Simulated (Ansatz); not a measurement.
Data:

PbO:
```cif
data_O2Pb2
_chemical_formula_sum 'Pb2 O2'
_space_group_name_H-M_alt 'P 1'
_space_group_IT_number 1
_cell_length_a 4.03435
_cell_length_b 4.03435
_cell_length_c 4.99524
_cell_angle_alpha 90.000
_cell_angle_beta 90.000
_cell_angle_gamma 90.000
loop_
_space_group_symop_operation_xyz
  'x, y, z'
loop_
_atom_site_label
_atom_site_type_symbol
_atom_site_fract_x
_atom_site_fract_y
_atom_site_fract_z
_atom_site_occupancy
Pb1 Pb 0.50000 0.00000 0.23767 1
Pb2 Pb 0.00000 0.50000 0.76233 1
O1 O 0.00000 0.00000 0.00000 1
O2 O 0.50000 0.50000 0.00000 1
```

This is the PBE+D3(BJ)-relaxed structure.

### Question
All from DFT-PBE+D3(BJ) in the program Ansatz with PAW potentials, unless another level is named. Estimate the zero-point energy.

### Answer
39.0 meV/atom.

### Question
And the vibrational entropy at 300 K?

### Answer
34.4 J/(K·mol of atoms).

### Question
Predict the highest zone-centre frequency (without LO–TO term).

### Answer
395 cm⁻¹.

Space group P4/nmm. The PBE+D3(BJ) relaxation kept the symmetry of its start; phonons on a q-mesh show no instability. Scalar-relativistic: spin–orbit coupling is off unless named, which matters more the heavier the elements.

Potentials: the later of the program's two PAW sets.
